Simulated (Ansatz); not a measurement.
The elements of this relaxed trial crystal are hidden behind letters.

```
lattice vectors (Å)
   3.8003    0.0000    0.0000
   0.0000    3.8003    0.0000
   0.0000    0.0000    9.0156
fractional positions
X 0.0000 0.0000 0.6815
X 0.5000 0.5000 0.1494
X 0.5000 0.5000 0.8506
X 0.0000 0.0000 0.3185
Z 0.5000 0.5000 0.5000
Q 0.0000 0.0000 0.0000
```

All numbers below come from DFT PBE, scalar-relativistic, plane waves, PAW in Ansatz. The final run on the 6-atom cell used 420 eV, a Γ-centred 10×10×6 mesh, 0.10 eV smearing and no spin polarisation.

```
Space group                                : P4/mmm (No. 123)
Conventional cell                          : a = 3.800 Å, c = 9.016 Å
Volume per atom                            : 21.70 Å³
Density                                    : 6.14 g/cm³
Energy over the elements                   : +0.08 eV/atom
Gap on the 10×10×6 mesh of the 6-atom cell : 0 eV (a metal)
```

Energies are uncorrected and count from the elements' standard states at the same level.

Task: X is a p-block element of period 4, Z is a p-block element of period 5 and Q is a p-block element of period 4. Which elements are they?

Result: X = Ga, Z = Te, Q = As, so the formula is Ga4TeAs. Density times volume gives a mean mass of 6.14 × 21.70/1.6605 = 80.2 u per atom, and this set has 80.2 u. Around Ga on its first site lie 1 As at 2.87 Å, 5 Ga at 3.09–3.27 Å and 4 Te at 3.15 Å; around Te lie 10 Ga at 3.15–3.16 Å and 4 Te at 3.80 Å; As has 10 Ga at 2.87–3.01 Å; 1 more site not described. Other sets within the hints have nearly the same mass, so mass alone doesn't settle it; this one was computed.

These runs have no spin–orbit coupling, which can matter for Te. An odd number of electrons in the primitive cell allows no gap without spin; a larger cell or a magnetic state could open one. The cell is a metal run without spin; a magnetic state may lie lower. A structure relaxed within its symmetry needn't be a true minimum.
